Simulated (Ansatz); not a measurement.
WC:
```yaml
crystal:
  lattice:
    - [1.40837, -3.87934, 0.00000]
    - [1.40837, 3.87934, 0.00000]
    - [0.00000, 0.00000, 3.83436]
  atoms:
    - { symbol: C, position: [0.60099, 0.39901, 0.75000] }
    - { symbol: C, position: [0.39901, 0.60099, 0.25000] }
    - { symbol: W, position: [0.88175, 0.11825, 0.75000] }
    - { symbol: W, position: [0.11825, 0.88175, 0.25000] }
```

Relaxed with PBE. Special points in fractions of this cell's reciprocal vectors: Γ (0.000, 0.000, 0.000); Y (-0.500, 0.500, 0.000); C0 (-0.283, 0.717, 0.000); Σ0 (0.283, 0.283, 0.000); Z (0.000, 0.000, 0.500); A0 (0.283, 0.283, 0.500); E0 (-0.283, 0.717, 0.500); T (-0.500, 0.500, 0.500); S (0.000, 0.500, 0.000); R (0.000, 0.500, 0.500).

### Question
List the band energies nearest the Fermi level at these points for PBE in the plane-wave PAW code Ansatz.

### Answer
In eV from the Fermi level; about four levels below and three above (degenerate sets whole), none deeper than 8.9 eV; points with the same levels are listed once.

```json
[
 {"k": "Γ", "below": "-3.00 -2.34 -2.28 -0.14", "above": "0.55 0.93 1.37"},
 {"k": "Y", "below": "-3.63 -2.31 -1.92 -0.39", "above": "0.06 1.05 1.41"},
 {"k": "C0", "below": "-5.03 -4.71 -2.79 -2.08", "above": "0.07 0.35 2.60"},
 {"k": "Z", "below": "-3.98 -3.98 -2.63 -2.63", "above": "2.99 2.99 3.13 3.13"},
 {"k": "A0", "below": "-3.40 -3.40 -0.55 -0.55", "above": "0.48 0.48 1.87 1.87"},
 {"k": "T", "below": "-3.06 -3.06 -2.76 -2.76", "above": "1.11 1.11 3.33 3.33"},
 {"k": "S", "below": "-6.29 -4.96 -2.91 -1.83", "above": "1.29 2.16 3.08"},
 {"k": "R", "below": "-3.72 -3.72 -0.76 -0.76", "above": "0.82 0.82 2.77 2.77"}
]
```

Space group Cmcm. A made-up cell: these elements were put on the sites of a structure type; neither database checked (COD, Materials Project) lists it. It is not the phase usual at ambient conditions (space group No. 187). Symmetry was held in the PBE relaxation; whether a distortion lowers the energy is not shown. No spin polarisation was allowed. Scalar-relativistic: spin–orbit coupling is off unless named, which matters more the heavier the elements.

Potentials: the later of the program's two PAW sets.
